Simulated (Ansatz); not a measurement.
AlNi:
```yaml
crystal:
  lattice:
    - [2.83227, 0.00000, 0.00000]
    - [0.00000, 2.83227, 0.00000]
    - [0.00000, 0.00000, 2.83227]
  atoms:
    - { symbol: Al, position: [0.50000, 0.50000, 0.50000] }
    - { symbol: Ni, position: [0.00000, 0.00000, 0.00000] }
```

Relaxed with LDA.

Q: Which orbitals make up the states near the Fermi level in plane-wave PAW LDA (Ansatz code)?

A: Within 0.5 eV of the Fermi level: Ni 3d 56 %, Al 3p 30 %. Projections are on Löwdin-orthogonalised atomic valence shells; empty p or d shells of many metals are not among them.

Q: Tabulate the density of states.

A: States/eV per cell of 2 atoms, in 0.25 eV bins, energy from the Fermi level.

```tsv
E (eV)	total	Ni 3d	Al 3p	Al 3s
-7.85	0.35	0.02	0.16	0.11
-7.60	0.38	0.03	0.17	0.12
-7.35	0.41	0.03	0.18	0.14
-7.10	0.45	0.04	0.18	0.17
-6.85	0.47	0.06	0.19	0.17
-6.60	0.51	0.08	0.21	0.17
-6.35	0.55	0.11	0.22	0.17
-6.10	0.60	0.15	0.22	0.18
-5.85	0.67	0.21	0.23	0.19
-5.60	0.72	0.27	0.23	0.18
-5.35	0.63	0.23	0.23	0.12
-5.10	0.63	0.24	0.23	0.10
-4.85	0.67	0.27	0.25	0.09
-4.60	0.77	0.33	0.28	0.08
-4.35	1.23	0.63	0.40	0.09
-4.10	2.01	1.21	0.60	0.09
-3.85	1.53	1.02	0.39	0.07
-3.60	1.91	1.44	0.38	0.05
-3.35	2.97	2.33	0.57	0.01
-3.10	2.78	2.16	0.56	0.00
-2.85	1.53	1.27	0.19	0.00
-2.60	3.74	3.39	0.21	0.01
-2.35	4.05	3.78	0.15	0.01
-2.10	7.33	6.85	0.28	0.01
-1.85	4.52	4.20	0.20	0.01
-1.60	2.02	1.81	0.14	0.01
-1.35	0.68	0.53	0.10	0.01
-1.10	0.48	0.37	0.07	0.00
-0.85	0.62	0.46	0.11	0.00
-0.60	1.95	1.50	0.32	0.02
-0.35	1.14	0.74	0.28	0.04
-0.10	0.86	0.48	0.26	0.04
0.15	0.71	0.34	0.25	0.04
0.40	0.60	0.26	0.24	0.04
0.65	0.51	0.20	0.22	0.04
0.90	0.44	0.15	0.20	0.03
1.15	0.37	0.11	0.18	0.03
1.40	0.31	0.08	0.15	0.03
1.65	0.33	0.08	0.13	0.02
1.90	0.37	0.08	0.10	0.02
2.15	0.51	0.09	0.10	0.05
2.40	0.71	0.14	0.13	0.11
2.65	0.83	0.16	0.19	0.15
2.90	0.84	0.17	0.21	0.21
3.15	0.82	0.15	0.23	0.22
3.40	0.78	0.13	0.25	0.21
3.65	0.73	0.12	0.24	0.20
3.90	0.77	0.10	0.25	0.23
4.15	0.73	0.09	0.25	0.20
4.40	0.72	0.08	0.25	0.20
4.65	0.73	0.07	0.26	0.20
```

Space group Pm-3m (CsCl type). Symmetry was held in the LDA relaxation; of distortions, only those at the zone centre were tested. The run is not spin-polarised.

Potentials: the earlier of the program's two PAW sets.
